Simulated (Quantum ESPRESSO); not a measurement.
Ti2TaO5F3, one run as intended and one with a planted mistake

Computed values, not a measurement. The program is pw.x of Quantum ESPRESSO 7.5 (plane-wave density functional theory). The cell is made up: 11 atoms on a rutile lattice with one site empty, with randomly drawn elements, strain and displacements, not relaxed. PseudoDojo standard norm-conserving files (v0.5 for PBE, v0.4.1 for LDA and PBEsol) set the functional; there is no spin polarisation, spin-orbit coupling or dispersion term, and the masses in the input are unused placeholders.

Intended input:

```
&control calculation='scf', pseudo_dir='./dojo.nc.sr.pbe.v0_5.standard.upf', outdir='./o', disk_io='low', tprnfor=.true., tstress=.true. /
&system ibrav=0, nat=11, ntyp=4, nbnd=50, ecutwfc=84.00895049, nosym=.true., tot_charge=0,
 occupations='smearing', smearing='fd', degauss=0.0018374661
/
&electrons conv_thr=7.350e-09, electron_maxstep=60, /
ATOMIC_SPECIES
F 1.0 F.upf
O 1.0 O.upf
Ta 1.0 Ta.upf
Ti 1.0 Ti.upf
CELL_PARAMETERS angstrom
4.8446 0.0 0.0
0.0 4.8446 0.0
0.0 0.0 6.245
ATOMIC_POSITIONS angstrom
Ti 0.0732 0.107 0.044
Ta 2.4631 2.5095 1.5763
Ti 2.345 2.5543 4.7082
O 1.5045 1.4144 -0.1433
O 3.3932 3.3481 0.0536
O 3.9745 1.1046 1.5076
O 0.9421 4.0513 1.63
O 1.6042 1.6162 3.155
F 3.371 3.3251 2.9972
F 3.8134 0.9389 4.5651
F 0.9859 3.7725 4.7325
K_POINTS automatic
5 5 4 1 1 1
```

The log is shortened where brackets say so; the opening notice, blank lines, dates and the lines on written files are dropped, and the path of the files is cut. It prints rydbergs, bohrs and kilobars, and counts compression as positive stress. Where no state is partly filled, the Fermi energy that it prints is only some level between the filled and the empty states on the mesh, and need not lie in the true gap.

Log of the intended run:

```
     Program PWSCF v.7.5
     Parallel version (MPI & OpenMP), running on       4 processor cores
     Number of MPI processes:                 4
     Threads/MPI process:                     1
     [start-up lines left out]
     bravais-lattice index     =            0
     lattice parameter (alat)  =       9.1550  a.u.
     unit-cell volume          =     989.1107 (a.u.)^3
     number of atoms/cell      =           11
     number of atomic types    =            4
     number of electrons       =        88.00
     number of Kohn-Sham states=           50
     kinetic-energy cutoff     =      84.0090  Ry
     charge density cutoff     =     336.0358  Ry
     scf convergence threshold =      7.3E-09
     mixing beta               =       0.7000
     number of iterations used =            8  plain     mixing
     Exchange-correlation= PBE
                           (   1   4   3   4   0   0   0)
     [axes and pseudopotential details left out]
   Cartesian axes
     site n.     atom                  positions (alat units)
         1        Ti     tau(   1) = (   0.0151096   0.0220864   0.0090823  )
         2        Ta     tau(   2) = (   0.5084217   0.5179994   0.3253726  )
         3        Ti     tau(   3) = (   0.4840441   0.5272468   0.9718449  )
         4        O      tau(   4) = (   0.3105520   0.2919539  -0.0295793  )
         5        O      tau(   5) = (   0.7004087   0.6910994   0.0110639  )
         6        O      tau(   6) = (   0.8203980   0.2280064   0.3111918  )
         7        O      tau(   7) = (   0.1944639   0.8362507   0.3364571  )
         8        O      tau(   8) = (   0.3311316   0.3336086   0.6512406  )
         9        F      tau(   9) = (   0.6958263   0.6863518   0.6186682  )
        10        F      tau(  10) = (   0.7871444   0.1938034   0.9423069  )
        11        F      tau(  11) = (   0.2035049   0.7787021   0.9768608  )
     number of k points=    50  Fermi-Dirac smearing, width (Ry)=  0.0018
                       cart. coord. in units 2pi/alat
        k(    1) = (   0.1000000   0.1000000   0.0969696), wk =   0.0400000
        k(    2) = (   0.1000000   0.1000000   0.2909087), wk =   0.0400000
     [further k points left out]
     Dense  grid:   102933 G-vectors     FFT dimensions: (  54,  54,  72)
     Estimated max dynamical RAM per process >     291.73 MB
     Estimated total dynamical RAM >       1.07 GB
     Initial potential from superposition of free atoms
     starting charge      87.9959, renormalised to      88.0000
     Starting wfcs are   62 randomized atomic wfcs
     total cpu time spent up to now is        4.4 secs
     per-process dynamical memory:   225.3 Mb
     Self-consistent Calculation
     iteration #  1     ecut=    84.01 Ry     beta= 0.70
     Davidson diagonalization with overlap
     ethr =  1.00E-02,  avg # of iterations =  2.0
     total cpu time spent up to now is       11.9 secs
     total energy              =    -678.98532759 Ry
     estimated scf accuracy    <       5.01803621 Ry
     iteration #  2     ecut=    84.01 Ry     beta= 0.70
     Davidson diagonalization with overlap
     ethr =  5.70E-03,  avg # of iterations =  6.6
     total cpu time spent up to now is       26.5 secs
     total energy              =    -671.64359928 Ry
     estimated scf accuracy    <      96.81642291 Ry
     [iterations 3 to 19 left out]
     iteration # 20     ecut=    84.01 Ry     beta= 0.70
     Davidson diagonalization with overlap
     ethr =  5.87E-11,  avg # of iterations =  4.9
     total cpu time spent up to now is      181.6 secs
     total energy              =    -681.85342185 Ry
     estimated scf accuracy    <          8.7E-09 Ry
     iteration # 21     ecut=    84.01 Ry     beta= 0.70
     Davidson diagonalization with overlap
     ethr =  9.89E-12,  avg # of iterations =  4.9
     total cpu time spent up to now is      191.0 secs
     End of self-consistent calculation
     [lines on levels left out]
     the Fermi energy is     6.1687 ev
!    total energy              =    -681.85342185 Ry
     estimated scf accuracy    <          1.6E-09 Ry
     smearing contrib. (-TS)   =      -0.00000000 Ry
     internal energy E=F+TS    =    -681.85342185 Ry
     The total energy is F=E-TS. E is the sum of the following terms:
     one-electron contribution =    -308.10739714 Ry
     hartree contribution      =     189.93289479 Ry
     xc contribution           =    -138.50423342 Ry
     ewald contribution        =    -425.17468608 Ry
     convergence has been achieved in  21 iterations
     Forces acting on atoms (cartesian axes, Ry/au):
     atom    1 type  4   force =    -0.03104121    0.02084871    0.18076727
     atom    2 type  3   force =    -0.06606507   -0.08553782   -0.00604984
     atom    3 type  4   force =    -0.00129122   -0.15237027   -0.04475427
     atom    4 type  2   force =     0.01972934    0.05196145    0.00060823
     atom    5 type  2   force =    -0.00804891    0.02422489   -0.05405429
     atom    6 type  2   force =    -0.03703604    0.00799409   -0.10951689
     atom    7 type  2   force =     0.04279440   -0.04924984   -0.13695755
     atom    8 type  2   force =     0.05182706    0.07279941    0.02381899
     atom    9 type  1   force =     0.04455797    0.05684244    0.06517270
     atom   10 type  1   force =     0.00250826    0.01967253    0.06277246
     atom   11 type  1   force =    -0.01793459    0.03281443    0.01819320
     Total force =     0.371754     Total SCF correction =     0.000098
     Computing stress (Cartesian axis) and pressure
          total   stress  (Ry/bohr**3)                   (kbar)     P=     -142.70
  -0.00079445   0.00034747  -0.00000879         -116.87       51.11       -1.29
   0.00034747  -0.00086243  -0.00001990           51.11     -126.87       -2.93
  -0.00000879  -0.00001990  -0.00125322           -1.29       -2.93     -184.36
     init_run     :      4.12s CPU      4.29s WALL (       1 calls)
     electrons    :    185.31s CPU    186.59s WALL (       1 calls)
     forces       :      1.60s CPU      1.62s WALL (       1 calls)
     stress       :      5.36s CPU      5.52s WALL (       1 calls)
     [timing details left out]
     PWSCF        :   3m16.57s CPU   3m18.28s WALL
     JOB DONE.
```

A second run has one planted mistake: the k-point mesh is too coarse. The input lines that differ, file-writing options aside:

```
- 5 5 4 1 1 1
+ 1 1 1 1 1 1
```

Its log:

```
     Program PWSCF v.7.5
     Parallel version (MPI & OpenMP), running on       4 processor cores
     Number of MPI processes:                 4
     Threads/MPI process:                     1
     [start-up lines left out]
     bravais-lattice index     =            0
     lattice parameter (alat)  =       9.1550  a.u.
     unit-cell volume          =     989.1107 (a.u.)^3
     number of atoms/cell      =           11
     number of atomic types    =            4
     number of electrons       =        88.00
     number of Kohn-Sham states=           50
     kinetic-energy cutoff     =      84.0090  Ry
     charge density cutoff     =     336.0358  Ry
     scf convergence threshold =      7.3E-09
     mixing beta               =       0.7000
     number of iterations used =            8  plain     mixing
     Exchange-correlation= PBE
                           (   1   4   3   4   0   0   0)
     [axes and pseudopotential details left out]
   Cartesian axes
     site n.     atom                  positions (alat units)
         1        Ti     tau(   1) = (   0.0151096   0.0220864   0.0090823  )
         2        Ta     tau(   2) = (   0.5084217   0.5179994   0.3253726  )
         3        Ti     tau(   3) = (   0.4840441   0.5272468   0.9718449  )
         4        O      tau(   4) = (   0.3105520   0.2919539  -0.0295793  )
         5        O      tau(   5) = (   0.7004087   0.6910994   0.0110639  )
         6        O      tau(   6) = (   0.8203980   0.2280064   0.3111918  )
         7        O      tau(   7) = (   0.1944639   0.8362507   0.3364571  )
         8        O      tau(   8) = (   0.3311316   0.3336086   0.6512406  )
         9        F      tau(   9) = (   0.6958263   0.6863518   0.6186682  )
        10        F      tau(  10) = (   0.7871444   0.1938034   0.9423069  )
        11        F      tau(  11) = (   0.2035049   0.7787021   0.9768608  )
     number of k points=     1  Fermi-Dirac smearing, width (Ry)=  0.0018
                       cart. coord. in units 2pi/alat
        k(    1) = (  -0.5000000  -0.5000000  -0.3878783), wk =   2.0000000
     Dense  grid:   102933 G-vectors     FFT dimensions: (  54,  54,  72)
     Estimated max dynamical RAM per process >     164.17 MB
     Estimated total dynamical RAM >     581.29 MB
     Initial potential from superposition of free atoms
     starting charge      87.9959, renormalised to      88.0000
     Starting wfcs are   62 randomized atomic wfcs
     total cpu time spent up to now is        1.4 secs
     per-process dynamical memory:    94.0 Mb
     Self-consistent Calculation
     iteration #  1     ecut=    84.01 Ry     beta= 0.70
     Davidson diagonalization with overlap
     ethr =  1.00E-02,  avg # of iterations =  2.0
     total cpu time spent up to now is        2.1 secs
     total energy              =    -678.93552836 Ry
     estimated scf accuracy    <       5.05467290 Ry
     iteration #  2     ecut=    84.01 Ry     beta= 0.70
     Davidson diagonalization with overlap
     ethr =  5.74E-03,  avg # of iterations =  6.0
     total cpu time spent up to now is        3.2 secs
     total energy              =    -671.86118289 Ry
     estimated scf accuracy    <      94.62323201 Ry
     [iterations 3 to 19 left out]
     iteration # 20     ecut=    84.01 Ry     beta= 0.70
     Davidson diagonalization with overlap
     ethr =  4.97E-11,  avg # of iterations =  5.0
     total cpu time spent up to now is       17.0 secs
     total energy              =    -681.83489645 Ry
     estimated scf accuracy    <       0.00000002 Ry
     iteration # 21     ecut=    84.01 Ry     beta= 0.70
     Davidson diagonalization with overlap
     ethr =  2.41E-11,  avg # of iterations =  5.0
     total cpu time spent up to now is       17.7 secs
     End of self-consistent calculation
     [lines on levels left out]
     the Fermi energy is     6.6711 ev
!    total energy              =    -681.83489645 Ry
     estimated scf accuracy    <          3.9E-09 Ry
     smearing contrib. (-TS)   =      -0.00000000 Ry
     internal energy E=F+TS    =    -681.83489645 Ry
     The total energy is F=E-TS. E is the sum of the following terms:
     one-electron contribution =    -308.27233165 Ry
     hartree contribution      =     190.15376216 Ry
     xc contribution           =    -138.54164088 Ry
     ewald contribution        =    -425.17468608 Ry
     convergence has been achieved in  21 iterations
     Forces acting on atoms (cartesian axes, Ry/au):
     atom    1 type  4   force =    -0.01963203    0.03267584    0.21167868
     atom    2 type  3   force =    -0.04127042   -0.08882188    0.02516301
     atom    3 type  4   force =     0.02030718   -0.15054709   -0.04833649
     atom    4 type  2   force =     0.00586305    0.04412240   -0.00653305
     atom    5 type  2   force =    -0.02815034    0.02016831   -0.05227485
     atom    6 type  2   force =    -0.06059657    0.02157039   -0.14356543
     atom    7 type  2   force =     0.04840613   -0.06951679   -0.15934153
     atom    8 type  2   force =     0.04625125    0.07936786    0.02252476
     atom    9 type  1   force =     0.04355247    0.05767756    0.06378025
     atom   10 type  1   force =    -0.00028641    0.02361085    0.06293531
     atom   11 type  1   force =    -0.01444430    0.02969254    0.02396935
     Total force =     0.411813     Total SCF correction =     0.000215
     Computing stress (Cartesian axis) and pressure
          total   stress  (Ry/bohr**3)                   (kbar)     P=     -135.15
  -0.00063330   0.00036244  -0.00000056          -93.16       53.32       -0.08
   0.00036244  -0.00069227  -0.00003592           53.32     -101.84       -5.28
  -0.00000056  -0.00003592  -0.00143068           -0.08       -5.28     -210.46
     init_run     :      1.28s CPU      1.33s WALL (       1 calls)
     electrons    :     15.81s CPU     16.27s WALL (       1 calls)
     forces       :      0.26s CPU      0.27s WALL (       1 calls)
     stress       :      0.56s CPU      0.58s WALL (       1 calls)
     [timing details left out]
     PWSCF        :     17.99s CPU     18.56s WALL
     JOB DONE.
```

```
                                            intended run  run with the mistake
                          free energy (eV)     -9277.088             -9276.836
                    smearing term -TS (eV)        0.0000                0.0000
                            pressure (GPa)        -14.27                -13.52
            largest force component (eV/Å)         4.648                 5.442
largest change of a force component (eV/Å)                               0.875
                                iterations            21                    21
```

For scale, a rerun of the intended cell at a cutoff of 1437 eV and k mesh 7 x 7 x 6 moved values by no more than 0.004 eV in energy, 0.03 GPa in stress and 0.003 eV/Å in force.